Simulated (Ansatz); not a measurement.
Simulated powder pattern, Mo Kα, λ = 0.71073 Å (kinematic, ideal powder, no thermal factors, no anomalous dispersion; the 30 strongest lines at most, above 1 %, up to 2θ = 45°):

```tsv
2θ (°)	d (Å)	I/Imax (%)
10.93	3.730	26
14.96	2.730	25
18.56	2.203	100
21.21	1.931	35
21.97	1.865	16
23.92	1.715	15
26.68	1.540	11
30.18	1.365	12
30.72	1.341	23
32.19	1.282	6.7
33.21	1.243	1.5
33.84	1.221	5.8
35.67	1.160	29
36.61	1.132	13
37.64	1.102	12
39.75	1.045	3.6
40.71	1.022	6.7
43.20	0.965	3.8
44.70	0.935	2.5
44.80	0.933	1.7
```

The pattern belongs to a structure relaxed with r²SCAN in the plane-wave PAW code Ansatz.

Q: Which compound is it?
A) Pt, fcc (Cu type)
B) TiAl, L1₀ or tetragonal B2
C) FePt, L1₀ or tetragonal B2
D) LaB6, Pm-3m (La on 1a, B on 6f)

A: C, FePt, L1₀ or tetragonal B2

Q: Give the lattice parameters.

A: a = 2.730 Å, c = 3.730 Å.

Space group P4/mmm (L1₀ or tetragonal B2). The cell was relaxed with r²SCAN under the symmetry of its start. The final state is ferromagnetic, chosen from 5 collinear starts compared on coarse meshes (ties went to the first, and starts can fall back to one state), not a proven ground state. Textbook magnetic order: ferromagnetic. Other orbital occupations within this spin state were not tried. Axis ratios of metals converge slowly with the k-mesh, so a and c are less sure than the volume. Scalar-relativistic: spin–orbit coupling is off unless named, which matters more the heavier the elements.

Potentials: the earlier of the program's two PAW sets.
